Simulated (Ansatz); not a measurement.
RbZn4As3:
```
RbZn4As3
1.0
    4.14846     0.00000     0.00000
    0.00000     4.14846     0.00000
    0.00000     0.00000    10.42152
Rb Zn As
1 4 3
Cartesian
  0.00000   0.00000   5.21076
  0.00000   2.07423   1.64007
  2.07423   0.00000   1.64007
  0.00000   2.07423   8.78145
  2.07423   0.00000   8.78145
  2.07423   2.07423   3.01305
  2.07423   2.07423   7.40847
  0.00000   0.00000   0.00000
```

Relaxed with r²SCAN. Special points in fractions of this cell's reciprocal vectors: Γ (0.000, 0.000, 0.000); X (0.000, 0.500, 0.000); M (0.500, 0.500, 0.000); Z (0.000, 0.000, 0.500); R (0.000, 0.500, 0.500); A (0.500, 0.500, 0.500).

Problem. List the band energies nearest the valence-band maximum at these points for r²SCAN with spin–orbit coupling in the plane-wave PAW code Ansatz.

Solution. In eV from the valence-band maximum; about four levels below and three above (degenerate sets whole), none deeper than 8.9 eV; points with the same levels are listed once.

```
k                    below                above
-  -----------------------  -------------------
Γ    -0.08 -0.08 0.00 0.00  0.20 0.20 1.22 1.22
X  -0.98 -0.98 -0.76 -0.76  1.05 1.05 1.81 1.81
M  -2.96 -2.96 -2.00 -2.00  0.85 0.85 1.41 1.41
Z  -0.20 -0.20 -0.04 -0.04  0.22 0.22 1.54 1.54
R  -0.89 -0.89 -0.83 -0.83  1.42 1.42 1.65 1.65
A  -2.68 -2.68 -2.47 -2.47  1.14 1.14 1.57 1.57
```

Space group P4/mmm. The workflow started from an entry of the Crystallography Open Database (COD, 200 K). Whether it is the stable phase at ambient conditions was not checked. The r²SCAN relaxation kept the symmetry of its start; its stability against distortions is not shown here.

Potentials: the later of the program's two PAW sets.
